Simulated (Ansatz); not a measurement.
Ca₂Mn₃O₈:
```
CELL_PARAMETERS angstrom
      5.50948     2.91108     0.00000
     -5.50948     2.91108     0.00000
     -1.65621     0.00000     4.64640
ATOMIC_POSITIONS crystal
  Ca 0.27526 0.72474 0.33375
  Ca 0.72474 0.27526 0.66625
  Mn 0.00000 0.00000 0.50000
  Mn 0.25925 0.25925 0.00000
  Mn 0.74075 0.74075 0.00000
  O  0.60246 0.39754 0.95771
  O  0.39754 0.60246 0.04229
  O  0.09640 0.90360 0.90196
  O  0.90360 0.09640 0.09804
  O  0.67740 0.87747 0.60881
  O  0.32260 0.12253 0.39119
  O  0.87747 0.67740 0.39119
  O  0.12253 0.32260 0.60881
```
The run is spin-polarised; directions of the spins, atom by atom: 0 0 ↑ ↑ ↑ 0 0 0 0 0 0 0 0.

Relaxed with r²SCAN.

Problem. Give the Bader charges and basin volumes of the independent atoms, the program Ansatz at the r²SCAN level (PAW).

Solution. 

```json
[
 {"atom": "Ca1", "Bader charge (e)": "+1.62", "Bader volume (Å³)": "12.1"},
 {"atom": "Mn3", "Bader charge (e)": "+2.00", "Bader volume (Å³)": "6.7"},
 {"atom": "Mn4", "Bader charge (e)": "+1.97", "Bader volume (Å³)": "6.8"},
 {"atom": "O6", "Bader charge (e)": "-1.09", "Bader volume (Å³)": "14.3"},
 {"atom": "O8", "Bader charge (e)": "-1.15", "Bader volume (Å³)": "12.7"},
 {"atom": "O10", "Bader charge (e)": "-1.17", "Bader volume (Å³)": "12.7"}
]
```

Space group C2/m. The first step of the workflow began from a Materials Project structure, measured or hypothetical; the Crystallography Open Database files this formula in space group No. 12, but the cells were not matched. Whether it is the stable phase at ambient conditions was not checked. The cell was relaxed with r²SCAN under the symmetry of its start; whether a distortion lowers the energy is not shown. Spin order of the final state: ferromagnetic, the only order run, not a proven ground state. Other orbital occupations within this spin state were not tried. No Hubbard U is applied.

Potentials: the later of the program's two PAW sets.
